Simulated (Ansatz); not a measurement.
ZrIr2 (cubic Laves, MgCu2 type)

```
ZrIr2
1.0
    0.00000     3.65215     3.65215
    3.65215     0.00000     3.65215
    3.65215     3.65215     0.00000
Zr Ir
2 4
Direct
  0.50000   0.50000   0.50000
  0.75000   0.75000   0.75000
  0.62500   0.12500   0.12500
  0.12500   0.12500   0.62500
  0.12500   0.62500   0.12500
  0.12500   0.12500   0.12500
```

The slice is a {110} plane (indices of the conventional cell) through the point (0.500, 0.500, 0.500) (fractional), spanned by u = [100] and v = [1 -1 -1] in vectors of this cell: u (5.16 Å) and v (7.30 Å, at 90° to u). It covers one period; positions are fractions (u, v).

Method: LDA (plane waves to 420 eV, PAW, scalar-relativistic; Ansatz, a program for electronic structure). k mesh 11×11×11. Near the nuclei the fields are pseudised (PAW); where an atom keeps semicore shells as valence, they peak there. Spin-orbit coupling is left out, though Ir is heavy. ZrIr2 is run without spin polarisation. ZrIr2 was relaxed with its symmetry unable to fall.

Question: What is the valence density on the shortest Ir–Ir line in this plane (2.58 Å), at its midpoint?

Answer: 0.56 e/Å³.

Question: What is the ELF at the midpoint of the shortest Ir–Ir line in this plane (2.58 Å)?

Answer: 0.4.

Question: Predict the map of the electrostatic potential energy of an electron, from the cell's mean on the slice.

Answer: 
```
v \ u  0.00  0.10  0.20  0.30  0.40  0.50  0.60  0.70  0.80  0.90
-----  ----  ----  ----  ----  ----  ----  ----  ----  ----  ----
0.93      x     x  <5.0  11.0  10.2   8.7  10.2  11.0  <5.0     x
0.86   <5.0  <5.0   9.5   7.1     x     x     x   7.1   9.5  <5.0
0.79   12.2  12.8  11.7  <5.0     x     x     x  <5.0  11.7  12.8
0.71   11.4  12.7  12.3  <5.0     x     x     x  <5.0  12.3  12.7
0.64    7.4  10.3  13.0   8.7     x     x     x   8.7  13.0  10.3
0.57    8.7  10.6  12.4  11.9  10.1   8.7  10.1  11.9  12.4  10.6
0.50   11.2   7.7     x     x   8.7  12.7   8.7     x     x   7.7
0.43    8.7     x     x     x     x   9.1     x     x     x     x
0.36    7.4     x     x     x     x   7.3     x     x     x     x
0.29   11.4  <5.0     x     x  <5.0  10.5  <5.0     x     x  <5.0
0.21   12.2  11.3   8.8   8.7  10.4  10.5  10.4   8.7   8.9  11.3
0.14   <5.0  <5.0  11.4  13.2  10.2   7.3  10.2  13.2  11.4  <5.0
0.07      x     x  <5.0  12.6  11.4   9.1  11.4  12.6  <5.0     x
0.00      x     x  <5.0  12.1  13.4  12.7  13.4  12.1  <5.0     x
```

Values: electrostatic potential energy of an electron, from the cell's mean, in eV. Points within 1 Å of a nucleus are blanked (x), as the pseudised field means little there. Values under 5 eV are set to 5. The zero, the cell's mean, hangs on the PAW cores.
